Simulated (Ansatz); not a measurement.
Cu (fcc, Cu type)

```yaml
crystal:
  lattice:
    - [0.00000, 1.78189, 1.78189]
    - [1.78189, 0.00000, 1.78189]
    - [1.78189, 1.78189, 0.00000]
  atoms:
    - { symbol: Cu, position: [0.00000, 0.00000, 0.00000] }
```

E(V) scan at fixed shape, V₀ the volume above. Symmetry pins the atoms to their sites.

The numbers are results of PBEsol (plane waves to 420 eV, PAW, scalar-relativistic; Ansatz, a quantum-chemistry and plane-wave program), not measurements. k mesh 23×23×23 (Γ-centred), Fermi-Dirac smearing 0.05 eV. E stands for the smeared free energy. Stress and pressure are positive under compression. Cu is run without spin polarisation. Cu was relaxed with its symmetry unable to fall. The zero of ΔE is the relaxed starting cell. The last digit holds for this mesh only.

```json
[
 {"V (Å³/atom)": "10.184", "ΔE (meV/atom)": "72.6"},
 {"V (Å³/atom)": "10.467", "ΔE (meV/atom)": "withheld"},
 {"V (Å³/atom)": "10.750", "ΔE (meV/atom)": "16.1"},
 {"V (Å³/atom)": "11.033", "ΔE (meV/atom)": "3.8"},
 {"V (Å³/atom)": "11.316", "ΔE (meV/atom)": "0.0"},
 {"V (Å³/atom)": "11.598", "ΔE (meV/atom)": "3.7"},
 {"V (Å³/atom)": "11.881", "ΔE (meV/atom)": "13.7"},
 {"V (Å³/atom)": "12.164", "ΔE (meV/atom)": "29.3"},
 {"V (Å³/atom)": "12.447", "ΔE (meV/atom)": "49.5"}
]
```

Fit a third-order Birch-Murnaghan form (E₀, V₀, B₀, B₀′ free) to the given rows and predict ΔE at V = 10.467.

Least squares on the 8 given rows: ΔE = E₀ + (9V₀B₀/16)·y²·[2 + (B₀′ − 4)y], y = (V₀/V)^(2/3) − 1, with V₀ = 11.310 Å³/atom, B₀ = 168.1 GPa (160.2 GPa = 1 eV/Å³; the term in eV is multiplied by 1000), B₀′ = 5.03, E₀ = 0.02 meV/atom; root-mean-square residual 0.03 meV/atom. At 10.467 the fit gives 38.5 meV/atom; the calculation gives 38.6 meV/atom, so the interpolation is off by -0.1 (-0.3 %). For the pressure the fit gives 15.8 GPa against the computed 15.8 GPa.

(A scan under strain: stresses follow from slopes of the energy per volume, elastic moduli from its curvatures.)
